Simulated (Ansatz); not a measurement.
Input:

MgS (rock salt)

```
MgS
1.0
    0.00000     2.61485     2.61485
    2.61485     0.00000     2.61485
    2.61485     2.61485     0.00000
S Mg
1 1
Cartesian
  0.00000   0.00000   0.00000
  2.61485   2.61485   2.61485
```

Scan: atom 2 (Mg, nearest neighbour S at 2.615 Å; its periodic images, 3.7 Å or more away, move with it) is displaced along Cartesian x, direction (1.000, 0.000, 0.000) in Cartesian axes, by s. The other atoms stay.

The numbers are results of PBE (plane waves to 420 eV, PAW, scalar-relativistic; Ansatz, a program for electronic structure), not measurements. k mesh 9×9×9 (Γ-centred), Fermi-Dirac smearing 0.05 eV. The energy includes the smearing's −TS. MgS was relaxed with its symmetry unable to fall. The zero of ΔE is the undisplaced structure.

The scan covers s from -0.260 to 0.260 Å in 11 points.

**Question.** Is this a single well or a double well?

**Answer.** A single well with its minimum at or next to zero displacement.

**Question.** Is the energy the same for equal positive and negative displacements?

**Answer.** Even: the same for both signs. With its periodic images moving along, the atom's site symmetry in this cell is m-3m.

**Question.** What is the energy change at s = 0.260 Å?

**Answer.** 105.2 meV/cell.

**Question.** What is the force constant k = d²E/ds² of this move at s = 0?

**Answer.** 2.55 eV/Å².

**Question.** With two atoms in the cell this is the zone-centre optical mode. What wavenumber follows (transverse: no LO-TO term)?

**Answer.** 224 cm⁻¹.

(A displaced cell: forces are minus the slopes of the energy, force constants its curvatures, and phonons follow from these.)
